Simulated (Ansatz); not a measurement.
## Profile along the F–Na line in NaF (rock salt)

NaF (rock salt)

```
NaF
1.0
    0.00000     2.29725     2.29725
    2.29725     0.00000     2.29725
    2.29725     2.29725     0.00000
F Na
1 1
Cartesian
  0.00000   0.00000   0.00000
  2.29725   2.29725   2.29725
```

Fields along a shortest F–Na line of a {110} plane (2.30 Å), from F to Na, interpolated on the slice's grid (step about 0.2 Å). These are r2SCAN (plane waves to 500 eV, PAW, scalar-relativistic; Ansatz, a quantum-chemistry and plane-wave program) values and carry that method's errors. k mesh 12×12×12. These are valence fields of a PAW run, semicore shells included where kept as valence: close to a nucleus they are smooth pseudo fields. NaF was relaxed with its symmetry unable to fall.

```csv
distance from F (Å),valence electron density (e/Å³),electron localisation function
0.00,13.97,x
0.11,13.11,x
0.23,10.73,x
0.35,7.55,x
0.46,4.49,x
0.57,2.39,0.82
0.69,1.26,0.80
0.81,0.68,0.74
0.92,0.38,0.59
1.03,0.23,0.32
1.15,0.15,0.06
1.26,0.14,0.02
1.38,0.18,0.07
1.49,0.33,0.26
1.61,0.89,0.47
1.72,2.69,0.61
1.84,6.34,x
1.96,11.32,x
2.07,16.18,x
2.19,19.57,x
2.30,20.76,x
```

x: too close to a nucleus for the ELF to mean much.

Density on the F–Na line (2.30 Å) at its density minimum, 1.2 Å from F: 0.14 e/Å³. ELF at that point: 0.0. Character of the F–Na contact (rough rule: ELF there above 0.7 covalent, below 0.2 ionic, polar between): closed-shell (ionic).
